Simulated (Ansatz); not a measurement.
CoPtO$_{2}$ in space group R-3m (No. 166; Co on 3b, Pt on 3a, O on 6c) at seven volumes, PBEsol in the plane-wave PAW code Ansatz, shape and atoms relaxed at each. One row is withheld.

```
V (Å³/atom)  P (GPa)
-----------  -------
9.178          30.78
9.480          18.68
9.783           8.53
10.086          0.01
10.388         -7.15
10.691             ?
10.993        -18.09
```

Question: Fit the shown pressures and predict the withheld one.

Answer: P = (3/2)B₀(x^(7/2) − x^(5/2))[1 + (3/4)(B′ − 4)(x − 1)] with x = (V₀/V)^(2/3). Least squares on the six rows gives V₀ = 10.086 Å³/atom, B₀ = 259 GPa, B′ = 4.87. At V = 10.691, x = 0.9619 and P = -13.10 GPa. The run itself gave -13.11 GPa.

The cell was relaxed with PBEsol under the symmetry of its start; of distortions, only those at the zone centre were tested. No spin polarisation was allowed. No Hubbard U is applied. Scalar-relativistic: spin–orbit coupling is off unless named, which matters more the heavier the elements.

Potentials: the later of the program's two PAW sets.
